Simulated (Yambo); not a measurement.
How GW settings move the gap: K$_{2}$PdC$_{2}$

G0W0@LDA for K2PdC2 (space group P-3m1, No. 164) in Yambo. Reference settings: 3×3×2 Γ-centred k mesh, bands 5 to 220 and a 8 Ry block in the screening, 220 bands in G with the Bruneval-Gonze terminator, plasmon pole fitted at 27.2 eV. The LDA gap A → (0, 0.333, -0.5) on this mesh is 1.68 eV; G0W0 gaps are taken between the same points.

```json
[
 {"change from the reference": "reference settings", "G0W0 gap A → (0, 0.333, -0.5) (eV)": "2.79", "shift of the valence edge (eV)": "-0.58", "rough Yambo cost": "1"},
 {"change from the reference": "wavefunctions cut at 10 Ry", "G0W0 gap A → (0, 0.333, -0.5) (eV)": "2.09", "shift of the valence edge (eV)": "0.27", "rough Yambo cost": "about 1/4"},
 {"change from the reference": "wavefunctions cut at 30 Ry", "G0W0 gap A → (0, 0.333, -0.5) (eV)": "2.76", "shift of the valence edge (eV)": "-0.53", "rough Yambo cost": "about 1/3"},
 {"change from the reference": "wavefunctions cut at 20 Ry", "G0W0 gap A → (0, 0.333, -0.5) (eV)": "2.60", "shift of the valence edge (eV)": "-0.34", "rough Yambo cost": "about 1/3"},
 {"change from the reference": "51 bands in W, 51 bands in G, 5 Ry block", "G0W0 gap A → (0, 0.333, -0.5) (eV)": "2.88", "shift of the valence edge (eV)": "-0.21", "rough Yambo cost": "about 1/8"},
 {"change from the reference": "121 bands in W, 121 bands in G, 2 Ry block", "G0W0 gap A → (0, 0.333, -0.5) (eV)": "2.79", "shift of the valence edge (eV)": "-0.43", "rough Yambo cost": "about 1/3"},
 {"change from the reference": "169 bands in W, 169 bands in G, 2 Ry block", "G0W0 gap A → (0, 0.333, -0.5) (eV)": "2.79", "shift of the valence edge (eV)": "-0.45", "rough Yambo cost": "about 1/3"},
 {"change from the reference": "169 bands in W, 169 bands in G, 3 Ry block", "G0W0 gap A → (0, 0.333, -0.5) (eV)": "2.70", "shift of the valence edge (eV)": "-0.41", "rough Yambo cost": "about 1/3"},
 {"change from the reference": "169 bands in W, 169 bands in G, 6 Ry block", "G0W0 gap A → (0, 0.333, -0.5) (eV)": "2.77", "shift of the valence edge (eV)": "-0.51", "rough Yambo cost": "about 1/2"},
 {"change from the reference": "6 Ry block", "G0W0 gap A → (0, 0.333, -0.5) (eV)": "2.77", "shift of the valence edge (eV)": "-0.54", "rough Yambo cost": "within a factor of two"},
 {"change from the reference": "3×3×4 mesh", "G0W0 gap A → (0, 0.333, -0.5) (eV)": "2.63", "shift of the valence edge (eV)": "-0.47", "rough Yambo cost": "within a factor of two"},
 {"change from the reference": "51 bands in W, 51 bands in G, 3 Ry block, no terminator", "G0W0 gap A → (0, 0.333, -0.5) (eV)": "2.81", "shift of the valence edge (eV)": "0.07", "rough Yambo cost": "about 1/8"},
 {"change from the reference": "51 bands in W, 51 bands in G, no terminator", "G0W0 gap A → (0, 0.333, -0.5) (eV)": "2.81", "shift of the valence edge (eV)": "0.13", "rough Yambo cost": "about 1/5"},
 {"change from the reference": "169 bands in W, 169 bands in G, 3 Ry block, no terminator", "G0W0 gap A → (0, 0.333, -0.5) (eV)": "2.62", "shift of the valence edge (eV)": "-0.29", "rough Yambo cost": "about 1/4"},
 {"change from the reference": "3 Ry block, no terminator", "G0W0 gap A → (0, 0.333, -0.5) (eV)": "2.65", "shift of the valence edge (eV)": "-0.36", "rough Yambo cost": "about 1/3"}
]
```

The reference isn't shown to be the converged limit. Costs are rough (shared machines), scaled to the same edge states, and given only for runs that recompute the screening. The mesh misses a band edge: along a dense path the LDA gap is 1.34 eV against 1.68 eV on the mesh.

Spin-orbit splittings are left out.

Geometry of the Materials Project entry, not relaxed at this level; primitive cell a = 5.1182 Å, b = 5.1182 Å, c = 5.2581 Å, α = 90.00°, β = 90.00°, γ = 120.00°.

The structure is a Materials Project entry; no match was found in the copy of COD used, and its stability was not checked.

A shift is the quasiparticle energy of the state minus its LDA energy.
